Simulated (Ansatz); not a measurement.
LaAl3N4, ordered on the wurtzite lattice (Cm) with 8 atoms a cell (no longer in that coordination): a field-response calculation (clamped ions) in the plane-wave code Ansatz (r2SCAN). The cell was relaxed beforehand with r2SCAN.

```yaml
crystal:
  lattice:
    - [6.0504111655, -1.6484762686, 0.887529135]
    - [6.0504111655, 1.6484762686, 0.887529135]
    - [-1.9182832311, 0.0, 5.1080299841]
  atoms:
    - { symbol: Al, position: [-0.0196134217, -0.0196134217, 0.295541605] }
    - { symbol: Al, position: [0.339064036, 0.339064036, 1.030459406] }
    - { symbol: "N", position: [0.8195510088, 0.8195510088, 0.1705469692] }
    - { symbol: "N", position: [0.0493409721, 0.0493409721, 0.6386206601] }
    - { symbol: Al, position: [0.4970004817, 0.4970004817, 0.7749929862] }
    - { symbol: La, position: [0.7181431371, 0.7181431371, 0.5036077594] }
    - { symbol: "N", position: [0.3382080548, 0.3382080548, 0.6969351582] }
    - { symbol: "N", position: [0.5083057313, 0.5083057313, 0.1392954559] }
kpoints:
  mp_grid: { grid: [6, 6, 4] }
hamiltonian:
  xc: r2scan
scf:
  occupations: { method: fixed }
dielectric: {}
```

In the abridged output below, numbers in square brackets stand for lines, or ends of lines, that were taken out.
```
Functional definition: r2SCAN
  parameter k0 = 0.174
  parameter k1 = 0.065
  parameter a1 = 4.9479
  exchange = r2scan_x(k0 = k0, k1 = k1, a1 = a1)
  correlation = r2scan_c
Crystal: 8 atoms, lattice volume = 107.508 Å³
Basis set: ecut = 500 eV, 2719 PW (Γ)
Bands: 28, of which v1, the nominal top of the filled ones, is band 20 counted from 1 (19 counted from 0)
Symmetry: 2 space group operations
k-points: 76 of 144 (irreducible under 1 space group operation, time reversal used)
SCF 1 converged in 11 iterations: F = -9436.112067 eV  dr2 = 3.82e-11
SCF 1 converged in 4 iterations: F = -9436.057750 eV  dr2 = 2.14e-8
SCF converged after 11 iterations
Free energy (F): -9436.112067 eV
Fermi energy:    7.986174 eV
--- Dielectric response (ions clamped): 3 representative field directions + reference, inside a basis on a mesh of 144 k-points ---
  ε∞ (high-frequency dielectric tensor):
[1]
  Born effective charges Z* (e; rows j = field, columns β = displacement):
    site 0:
[2]
    site 1:
[3]
    site 2:
[4]
    site 3:
[5]
    site 4:
[6]
    site 5:
[7]
    site 6:
[8]
    site 7:
[9]
  ε∞ is read to err by 3.5e-2, Z* by 4.8e-2 e
```

Task: Fill in the blanks. They hold ε∞ (with the ionic part, where printed), the Born charges.

Result:
```
[1]
        5.111436     0.000000     0.225099
        0.000000     5.412015     0.000000
        0.225099     0.000000     4.855547
[2]
         2.01112    0.00000    0.43995
         0.00000    2.59172    0.00000
         0.23866    0.00000    2.34140
[3]
         1.79288    0.00000    0.07259
         0.00000    2.61273    0.00000
        -0.16784    0.00000    2.82558
[4]
        -2.76358    0.00000    0.47231
         0.00000   -2.74211    0.00000
         0.50293    0.00000   -2.63801
[5]
        -2.85181    0.00000    0.17398
         0.00000   -3.07403    0.00000
         0.03529    0.00000   -2.25734
[6]
         2.94170    0.00000   -0.46127
         0.00000    2.58866    0.00000
        -0.25659    0.00000    2.71937
[7]
         4.19579    0.00000    0.32648
         0.00000    4.00672    0.00000
         0.40370    0.00000    3.17035
[8]
        -2.84778    0.00000   -0.71825
         0.00000   -3.43155    0.00000
        -0.57034    0.00000   -3.15975
[9]
        -2.47832    0.00000   -0.30579
         0.00000   -2.55215    0.00000
        -0.18581    0.00000   -3.00159
```

Run as `ansatz run input.yaml --threads 4 --pin off --max-ram 6451MiB --backend cpu --events-out ev --progress --plain --runs-dir out`. Wall time 3.3 min on 4 threads of Arm Neoverse V2, with other jobs on the host; peak host memory 2.6 GiB.

Values at 0 K without nuclear motion; spin polarisation is off, and the phase may be a hypothetical one.
